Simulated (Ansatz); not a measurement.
Relaxed AgCl (rock salt):

```
AgCl
1.0
    0.00000     5.61150     5.61150
    2.80575     2.80575     5.61150
    2.80575     2.80575     0.00000
Cl Ag
2 2
Cartesian
  0.00000   0.00000   0.00000
  2.80575   5.61150   2.80575
  2.80575   2.80575   2.80575
  2.80575   5.61150   5.61150
```

The atoms are displaced by Q × the pattern below (from a DFPT mode at X = (0.5, 0.5, 0.0), largest move 1; Q in Å), at fixed cell. (q is in reciprocal vectors of the primitive cell; the cell shown is doubled to hold the pattern.)

| atom | x | y | z |
|---|---|---|---|
| Cl1 | 0.000 | 0.000 | -1.000 |
| Cl2 | 0.000 | 0.000 | 1.000 |
| Ag3 | 0.000 | 0.000 | 0.144 |
| Ag4 | 0.000 | 0.000 | -0.144 |

The numbers are results of PBE (plane waves to 420 eV, PAW, scalar-relativistic; Ansatz, a quantum-chemistry and plane-wave program), not measurements. k mesh 10×10×10 (Γ-centred), Fermi-Dirac smearing 0.05 eV. AgCl was relaxed with its symmetry unable to fall. 

```tsv
Q (Å)	−dE/dQ from forces (eV/Å)
-0.280	2.794
-0.233	2.153
-0.187	1.611
-0.140	1.145
-0.093	0.734
-0.047	0.358
0.000	0.000
0.047	-0.358
0.093	-0.734
0.140	-1.145
0.187	-1.611
0.233	-2.153
0.280	-2.794
```

Task: What harmonic wavenumber does the curvature at Q = 0 give?

Result: 166 cm⁻¹. E″ = 7.62 eV/Å², M = Σ mᵢ|uᵢ|² = 75.4 u, ν̃ = 521.5·√(|E″|/M).

(For displaced atoms, the force is minus the slope of the energy, and its curvature is a force constant, which sets phonon frequencies.)
